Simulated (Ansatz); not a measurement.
The elements of this relaxed trial crystal are hidden behind letters.

```
lattice vectors (Å)
   4.8863    0.0000    0.0000
   0.0000    4.8863    0.0000
   0.0000    0.0000    4.8863
fractional positions
X 0.0000 0.0000 0.0000
Z 0.0000 0.5000 0.5000
Z 0.5000 0.0000 0.5000
Z 0.5000 0.5000 0.0000
```

Computed with DFT PBE, scalar-relativistic, plane waves, PAW (Ansatz 0.2.0). Settings of the last relaxation (4-atom cell): 420 eV, 10×10×10 k points, Gaussian smearing of 0.10 eV, no spin polarisation.

```
Space group                                 : Pm-3m (No. 221)
Conventional cell                           : a = 4.886 Å
Volume per atom                             : 29.17 Å³
Density                                     : 7.14 g/cm³
Formation energy                            : +0.25 eV/atom
Gap on the 10×10×10 mesh of the 4-atom cell : 0 eV (a metal)
```

Energies are uncorrected and count from the elements' standard states at the same level.

**Question.** X is a p-block element of period 5 and Z is a p-block element of period 5. Which elements are they?

**Answer.** X = Sn, Z = Te, so the formula is SnTe3, here in the Cu3Au (L1_2) type. Density times volume gives a mean mass of 7.14 × 29.17/1.6605 = 125.4 u per atom, and this set has 125.4 u. Sn has 12 Te at 3.46 Å; around Te lie 4 Sn at 3.46 Å and 8 Te at 3.46 Å. Other sets within the hints have nearly the same mass, so mass alone doesn't settle it; this one was computed.

These runs have no spin–orbit coupling, which can matter for Te. Symmetry constrained the relaxation, so the result can be a saddle point. Another cell of SnTe3 relaxed alike, in Im-3m, lies 0.35 eV/atom lower, so this cell isn't the stable form at this level.
